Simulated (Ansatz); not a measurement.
The calculation used DFT PBE, scalar-relativistic, plane waves, PAW in Ansatz. Settings: cutoff 420 eV, Γ-centred meshes spaced at most about 0.3 Å⁻¹, and about 0.25 Å⁻¹ or finer for metals (2π included), Gaussian smearing. No spin polarisation in the final relaxations.

All energies are static (0 K, no zero-point motion).

Two forms of CaH5 were relaxed alike.

1.

```
CELL_PARAMETERS angstrom
4.34055 0.00000 0.00000
-2.17028 3.75903 0.00000
0.00000 0.00000 4.03183
ATOMIC_POSITIONS crystal
Ca 0.00000 0.00000 0.50000
H 0.66667 0.33333 0.60339
H 0.00000 0.00000 0.00000
H 0.66667 0.33333 0.39661
H 0.33333 0.66667 0.39661
H 0.33333 0.66667 0.60339
```

2.

```
CELL_PARAMETERS angstrom
3.39336 0.00000 0.00000
-1.69668 2.93874 0.00000
0.00000 0.00000 8.90504
ATOMIC_POSITIONS crystal
Ca 0.00000 0.00000 0.00000
H 0.66667 0.33333 0.12941
H 0.00000 0.00000 0.45642
H 0.66667 0.33333 0.50000
H 0.00000 0.00000 0.54358
H 0.66667 0.33333 0.87059
```

Question: Which form is favoured at zero pressure, and by what margin per atom?

Answer: Cell 1 is lower, by 0.32 eV/atom. Cell 1 has space group P6/mmm (No. 191), 11.0 Å³/atom and no gap on its mesh; cell 2 has space group P-6m2 (No. 187), 14.8 Å³/atom and no gap. Counting H atoms around Ca (those within 1.25 times the shortest such distance or 1.15 times the sum of covalent radii), cell 1 has Ca 2 and cell 2 has Ca 6. Cell 1 holds H–H pairs (shortest 0.83 Å); cell 2 holds H–H pairs as short as in free H₂ molecules (shortest 0.78 Å). Even the lower one lies +0.08 eV/atom against the reference forms of the elements (uncorrected), a margin that errors in the energy of the gaseous reference can exceed. Both come from invented guesses.

No dispersion correction is applied, so the spacing and binding between layers, chains or molecules are poorly described (P-6m2), and this can change margins and order among such cells. With hydrogen, zero-point motion can shift such differences by 10 meV/atom or more. A magnetic state wasn't ruled out in cells without spin, among them P6/mmm, P-6m2. Cells relaxed within their symmetry can be saddle points.
